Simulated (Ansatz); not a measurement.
An Ansatz (an electronic-structure program) input:

Ansatz 0.2 input:
```yaml
crystal:
  lattice:
    - [0.0, 2.1733639507, 2.1733639507]
    - [2.1733639507, 0.0, 2.1733639507]
    - [2.1733639507, 2.1733639507, 0.0]
  atoms:
    - { symbol: Re, position: [0.0, 0.0, 0.0] }
    - { symbol: C, position: [0.5, 0.5, 0.5] }
kpoints:
  mp_grid: { grid: [12, 12, 12] }
  band_path:
    path:
      - [[0.0, 0.0, 0.0], [0.5, 0.0, 0.5], [0.625, 0.25, 0.625]]  # Γ-X-U
      - [[0.375, 0.375, 0.75], [0.0, 0.0, 0.0], [0.5, 0.5, 0.5], [0.5, 0.25, 0.75], [0.5, 0.0, 0.5]]  # K-Γ-L-W-X
    npoints: 12
basis: { xc_grid: 2 }
hamiltonian:
  xc: pbe
  pseudopotentials: { azcp: { folder: ./paw }, kind: paw_fr }
magnetization: { noncollinear: true, spin_orbit: true }
scf:
  n_extra_bands: 13
  convergence: { dr2_threshold: 0.0000000001 }
  occupations: { method: gaussian, width: 0.05 }
output: { eigenvalues: true }
```

Q: How many symmetry operations and irreducible k-points will the run report?

A: 48 operations, 72 of 1728 k-points.

Q: With a cutoff of 420 eV, how many plane waves at Γ?

A: 411.

It took around 12 core-seconds (rough) on shared server cores.

Space group Fm-3m (rock salt). The start of the workflow was typed in or built on a structure type; neither database checked (COD, Materials Project) lists it. Its standing as an ambient phase is unchecked. The PBE relaxation kept the symmetry of its start; its stability against distortions is not shown here. No spin polarisation was allowed. Its formation energy is positive at this level, so the cell may be metastable or incomplete.

Potentials: the earlier of the program's two PAW sets.

Ansatz is a plane-wave DFT program.
